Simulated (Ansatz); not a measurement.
Cell and atoms are relaxed with the symmetry kept. Start:

Space group Pm-3m (No. 221). a = 4.837 Å, b = 4.837 Å, c = 4.837 Å, α = 90.00°, β = 90.00°, γ = 90.00°
| atom | site | symmetry | x | y | z |
| --- | --- | --- | --- | --- | --- |
| In | 3c | 4/mm.m | 0.5000 | 0.5000 | 0.0000 |
| Sb | 1a | m-3m | 0.0000 | 0.0000 | 0.0000 |

The calculation used DFT r2SCAN, scalar-relativistic, plane waves, PAW in Ansatz 0.2.0.

Settings: cutoff 500 eV, Γ-centred mesh 10×10×10 on the computed 4-atom cell, Gaussian smearing of 0.10 eV; no spin polarisation.

Task: What does it relax to?

Result: The volume goes down by 0.88 Å³/atom to 27.41 Å³/atom, and the energy falls by 3.5 meV/atom. Final structure:
```cif
data_structure
_symmetry_space_group_name_H-M 'Pm-3m'
_symmetry_Int_Tables_number 221
_cell_length_a 4.7864
_cell_length_b 4.7864
_cell_length_c 4.7864
_cell_angle_alpha 90.000
_cell_angle_beta 90.000
_cell_angle_gamma 90.000
_cell_volume 109.65
loop_
_atom_site_label
_atom_site_type_symbol
_atom_site_symmetry_multiplicity
_atom_site_Wyckoff_symbol
_atom_site_fract_x
_atom_site_fract_y
_atom_site_fract_z
_atom_site_occupancy
In1 In 3 c 0.50000 0.50000 0.00000 1
Sb1 Sb 1 a 0.00000 0.00000 0.00000 1
```